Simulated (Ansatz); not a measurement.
Zr3InF15:
```xyz
38
Lattice="6.0633 3.5007 3.7111 -6.0633 3.5007 3.7111 0.0000 -7.0013 3.7111" Properties=species:S:1:pos:R:3 pbc="T T T"
Zr     3.4538    -1.0191     6.4945
Zr    -3.4538     1.0191     4.6389
Zr    -0.8443     3.5007     6.4945
Zr     0.8443    -3.5007     4.6389
Zr    -2.6095    -2.4815     6.4945
Zr     2.6095     2.4815     4.6389
In     0.0000     0.0000     8.3500
In     0.0000     0.0000     2.7833
F      1.7456    -3.9779     6.4945
F     -1.7456     3.9779     4.6389
F      2.5721     3.5007     6.4945
F     -2.5721    -3.5007     4.6389
F     -4.3177     0.4772     6.4945
F      4.3177    -0.4772     4.6389
F      1.4672     0.8000     4.0194
F     -1.4672    -0.8000     7.1139
F     -1.4264     0.8706     4.0194
F      1.4264    -0.8706     7.1139
F     -0.0407    -1.6706     4.0194
F      0.0407     1.6706     7.1139
F     -0.0407    -5.3307     5.2584
F      0.0407     5.3307     5.8750
F     -4.5962     2.7007     5.2584
F      4.5962    -2.7007     5.8750
F      4.6369     2.6301     5.2584
F     -4.6369    -2.6301     5.8750
F      3.8003     1.4880     3.2324
F     -3.8003    -1.4880     7.9010
F     -3.1888     2.5471     3.2324
F      3.1888    -2.5471     7.9010
F     -0.6115    -4.0351     3.2324
F      0.6115     4.0351     7.9010
F     -0.6115    -2.9662     6.0455
F      0.6115     2.9662     5.0879
F     -2.2631     2.0126     6.0455
F      2.2631    -2.0126     5.0879
F      2.8745     0.9536     6.0455
F     -2.8745    -0.9536     5.0879
```

Relaxed with r²SCAN. Special points in fractions of this cell's reciprocal vectors: Γ (0.000, 0.000, 0.000); L (0.500, 0.000, 0.000); T (0.500, -0.500, 0.500); P0 (0.354, -0.646, 0.354); P2 (0.354, 0.354, 0.354); F (0.500, -0.500, 0.000).

Question: List the band energies nearest the valence-band maximum at these points for plane-wave PAW r²SCAN (Ansatz code).

Answer: In eV from the valence-band maximum; about four levels below and three above (degenerate sets whole), none deeper than 8.9 eV; points with the same levels are listed once.

```tsv
k	below	above
Γ	-0.08 -0.08 0.00 0.00	6.36 6.58 6.58
L	-0.08 -0.08 -0.02 -0.02	6.43 6.43 6.68 6.68
T	-0.13 -0.13 -0.13 -0.13	6.49 6.49 6.49 6.49
P0	-0.13 -0.13 -0.13 -0.08 -0.08	6.42 6.42 6.60
F	-0.12 -0.11 -0.05 -0.05	6.38 6.46 6.58
```

Space group R-3c. The workflow started from a Materials Project entry (that database holds measured and hypothetical structures alike); the Crystallography Open Database copy checked does not list it. Its standing as an ambient phase is unchecked. Symmetry was held in the r²SCAN relaxation; whether a distortion lowers the energy is not shown. No spin polarisation was allowed. Spin–orbit coupling is left out wherever it is not named.

Potentials: the later of the program's two PAW sets.
